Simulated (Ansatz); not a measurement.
Crystals of one structure type (Cu3Au type) and one family of elements, relaxed and computed with the program Ansatz at the LDA level (PAW).

```json
[
 {"crystal": "SnPd3", "K_Hill (GPa)": "196", "G_Hill (GPa)": "71.8"},
 {"crystal": "Ni3Sn", "K_Hill (GPa)": "208", "G_Hill (GPa)": "95.2"},
 {"crystal": "SnPt3", "K_Hill (GPa)": "245", "G_Hill (GPa)": "?"},
 {"crystal": "SiNi3", "K_Hill (GPa)": "259", "G_Hill (GPa)": "127"}
]
```

Q: Fit a straight line to ln G against ln K and predict the withheld value.

A: Least squares on the 3 shown rows: ln G = 1.85 × ln K + (-5.415), with a scatter of 7 %. For SnPt3 this gives 117. The run itself gave 70.8, outside the scatter: the line misses something about this case.

Standing as an ambient phase not checked: SnPd3, Cu3Au type; Ni3Sn, Cu3Au type; SnPt3, Cu3Au type. All cells were relaxed under the symmetry of their starts (and spin orders); stability against distortions was not tested throughout. Rows with no word on spin ran without spin polarisation. Scalar-relativistic: spin–orbit coupling is off unless named, which matters more the heavier the elements.

Potentials: the later of the program's two PAW sets.
